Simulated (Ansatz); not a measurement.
**One input, then a changed one: fcc Pt (111), 5 layers**

First run: DFT, r2SCAN, PAW with Ansatz's default frozen-core files, scalar-relativistic (Ansatz 0.2.0).

Command: `ansatz run input.yaml --threads 2 --pin off --max-ram 4096MiB --backend cpu --events-out ev --progress --plain --runs-dir out` It took 34 s on 2 threads of Arm Neoverse V1 (shared host), peak memory 1.4 GiB.

```yaml
crystal:
  lattice:
    - [2.7871309956, 0.0, 0.0]
    - [-1.3935654978, 2.4137262459, 0.0]
    - [0.0, 0.0, 25.1027]
  atoms:
    - { symbol: Pt, position: [0.8333333333, 0.1666666667, 0.3186915304] }
    - { symbol: Pt, position: [0.1666666667, 0.8333333333, 0.4101549605] }
    - { symbol: Pt, position: [0.5, 0.5, 0.4999999985] }
    - { symbol: Pt, position: [0.8333333333, 0.1666666667, 0.5898450388] }
    - { symbol: Pt, position: [0.1666666667, 0.8333333333, 0.6813084718] }
  periodic: [true, true, false]
kpoints:
  mp_grid: { grid: [15, 15, 1] }
scf:
  occupations: { method: fermi_dirac, width: 0.1 }
hamiltonian:
  xc: r2scan
  pseudopotentials: { kind: paw }
output:
  forces: true
  stress: true
  eigenvalues: true
```

The slab is cut from a bulk crystal relaxed on PAW files (its atoms may have been relaxed since).

This run: no images along the normal.

It converges in 10 SCF iterations, largest force 0.009 eV/Å, cutoff 500 eV.

A second input differs as follows:

```diff
   atoms:
-    - { symbol: Pt, position: [0.8333333333, 0.1666666667, 0.3186915304] }
+    - { symbol: pt, position: [0.8333333333, 0.1666666667, 0.3186915304] }
   occupations: { method: fermi_dirac, width: 0.1 }
+  max_iter: 75
 hamiltonian:
```

**Question.** What is wrong with it, and what does the program do?

**Answer.** The change was made to test an unknown element. The run is refused before any iteration. The log ends:
```
Error: YAML parse error: error: line 7 column 17: `pt` is not an element symbol (H … Og, case-exact)
 --> <input>:7:17
  |
5 |     - [0.0, 0.0, 25.1027]
6 |   atoms:
7 |     - { symbol: pt, position: [0.8333333333, 0.1666666667, 0.3186915304] }
  |                 ^ `pt` is not an element symbol (H … Og, case-exact)
8 |     - { symbol: Pt, position: [0.1666666667, 0.8333333333, 0.4101549605] }
9 |     - { symbol: Pt, position: [0.5, 0.5, 0.4999999985] }
  |
```
